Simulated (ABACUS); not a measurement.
ABACUS run on Al2Cu (C2/m, 6 atoms in the cell; from Materials Project mp-998, changed as shown): self-consistent single point.

Level of theory: PBE, PseudoDojo 0.5 standard norm-conserving PBE (tails mended) pseudopotentials (plane waves; ABACUS).

The change in words: lattice vector c scaled by 0.98. Reference geometry (I4/mcm):
```
Al2Cu
1.0
   -2.99890     2.99890     2.39274
    2.99890    -2.99890     2.39274
    2.99890     2.99890    -2.39274
Al Cu
4 2
Cartesian
  0.95131   2.04759   2.39274
  2.04759   0.95131   0.00000
  0.95131   3.95021   0.00000
  2.04759  -0.95131   2.39274
  0.00000   0.00000   1.19637
  0.00000   0.00000   3.58910
```

Reference input (self-consistent single point, DFT, PBE, plane waves, PseudoDojo 0.5 standard norm-conserving PBE (tails mended) pseudopotentials): KPT = Gamma 5 5 5 0 0 0; basis_type = pw; ecutwfc = 92 Ry; smearing_method = fd; smearing_sigma = 0.00734986 Ry; potentials = PseudoDojo 0.5 standard norm-conserving PBE (tails mended); symmetry = 1; ks_solver = dav_subspace; scf_nmax = 100; scf_thr = 1.0e-09 Ry; mixing_type = broyden. This run's input differs from it in these lines:

```diff
@@ -28,3 +28,3 @@
    2.9989000000   -2.9989000000    2.3927350000
-   2.9989000000    2.9989000000   -2.3927350000
+   2.9389220000    2.9389220000   -2.3448800000
 
@@ -36,6 +36,6 @@
 4
-   1.7977173589    3.8693823162    4.5216138388
-   3.8693823162    1.7977173589    0.0000000000
-   1.7977173589    7.4648170341    0.0000000000
-   3.8693823162   -1.7977173589    4.5216138388
+   1.7410463622    3.8127113194    4.5668302607
+   3.8127113194    1.7410463622    0.0452164218
+   1.7050920150    7.3721916902    0.0739035285
+   3.8486656666   -1.8184340085    4.5381431540
```

Output (repeated stretches shortened):

```
 SELF-CONSISTENT
 -------------------------------------------
                                 init_chg = atomic

 PW ALGORITHM --------------- ION=   1  ELEC=   1--------------------------------

 Density error is 2.78524647402
                          Error Threshold = 0.01
 E_KohnSham     -775.1359715541      -10546.2659379010
 E_Fermi        0.8922174779         12.1392415553

 PW ALGORITHM --------------- ION=   1  ELEC=   2--------------------------------

 Density error is 8.2245052245
                          Error Threshold = 0.00557049294804
 E_KohnSham     -776.3290157082      -10562.4981363634
   [... lines left out ...]

 Density error is 5.61465453147e-09
                          Error Threshold = 2.05543170514e-10
 E_KohnSham     -777.0529301654      -10572.3474978458
 E_Fermi        0.8266572149         11.2472484159

 PW ALGORITHM --------------- ION=   1  ELEC=  12--------------------------------

 Density error is 7.16986135241e-11
                          Error Threshold = 1.12293090629e-11
 E_KohnSham     -777.0529301664      -10572.3474978585
 E_KS(sigma->0) -777.0498111597      -10572.3050615963
 E_entropy(-TS) -0.0062380132        -0.0848725244
 E_Fermi        0.8266555204         11.2472253605
 charge density convergence is achieved
 final etot is -10572.347498 eV
 EFERMI = 11.24722536 eV

 STATE ENERGY(eV) AND OCCUPATIONS    NSPIN == 1
   [... 32 lines left out ...]

 TOTAL-FORCE (eV/Angstrom)
                       Al1        -0.0650934814         0.0650934814         0.0000000000
                       Al2         0.0650934814        -0.0650934814         0.0000000000
                       Al3         0.0539240228         0.0539240228         0.0673691576
                       Al4        -0.0539240228        -0.0539240228        -0.0673691576
                       Cu1        -0.0077544218         0.0077544218         0.0000000000
                       Cu2         0.0077544218        -0.0077544218         0.0000000000

 TOTAL-STRESS (KBAR)
        72.3048783942        14.2844503974        -0.9245017908
        14.2844503974        72.3048783942        -0.9245017908
        -0.9245017908        -0.9245017908        44.0796775346
 TOTAL-PRESSURE: 62.896478 KBAR

 --------------------------------------------
 !FINAL_ETOT_IS -10572.3474978585327335 eV
 --------------------------------------------
```

The run converged in 12 iterations. Against the reference run the free energy goes up by 11.7 meV/atom, the pressure goes from 3.73 to 6.29 GPa and the largest force goes from 0.025 to 0.102 eV/Å.

The structure comes from a collection of computed structures, made at another level of theory; the collection holds predicted forms beside known ones. No clean gap shows at this smearing width and mesh (spacing up to 0.34 Å⁻¹); the mesh is coarse for partly filled bands, so the values carry mesh errors.

Cost on one core: around 9 core-minutes (rough).

“Tails mended”: in these copies of the files the far tail of each local potential was reset to the Coulomb form.
